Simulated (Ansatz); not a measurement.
The relaxed structure here is a generated cell of RbZnBr3: the first start was made by placing the elements on the sites of a structure type, and the end was not matched to a known phase here, so it may be hypothetical.

A structure of RbZnBr₃ relaxed with r2SCAN (plane waves to 500 eV, PAW, scalar-relativistic; Ansatz, a quantum-chemistry and plane-wave program); single points at other levels follow on the same geometry (Ansatz, PAW; HSE06 at 420 eV on a 3×2×3 k-mesh; no spin-orbit coupling). Space group Pnma (No. 62).

```
RbZnBr3
1.0
    7.36546     0.00000     0.00000
    0.00000    10.60659     0.00000
    0.00000     0.00000     7.37483
Rb Zn Br
4 4 12
Direct
  0.48064   0.25000   0.99539
  0.98064   0.25000   0.50461
  0.51936   0.75000   0.00461
  0.01936   0.75000   0.49539
  0.00000   0.00000   0.00000
  0.50000   0.50000   0.50000
  0.00000   0.50000   0.00000
  0.50000   0.00000   0.50000
  0.99723   0.25000   0.02857
  0.49723   0.25000   0.47143
  0.00277   0.75000   0.97143
  0.50277   0.75000   0.52857
  0.27840   0.51424   0.22110
  0.77840   0.98576   0.27890
  0.72160   0.01424   0.77890
  0.22160   0.48576   0.72110
  0.72160   0.48576   0.77890
  0.22160   0.01424   0.72110
  0.27840   0.98576   0.22110
  0.77840   0.51424   0.27890
```

```json
[
 {"level": "r2SCAN", "gap (eV)": "1.28", "kind": "direct", "conduction minimum": "Γ"},
 {"level": "HSE06", "gap (eV)": "1.87", "kind": "–", "conduction minimum": "Γ"}
]
```

For this cell size the semilocal gaps come from the SCF mesh and high-symmetry points. No spin polarisation in the result.

The run could not lose the symmetry of its start: the end is stationary, and may be a saddle point rather than a minimum.
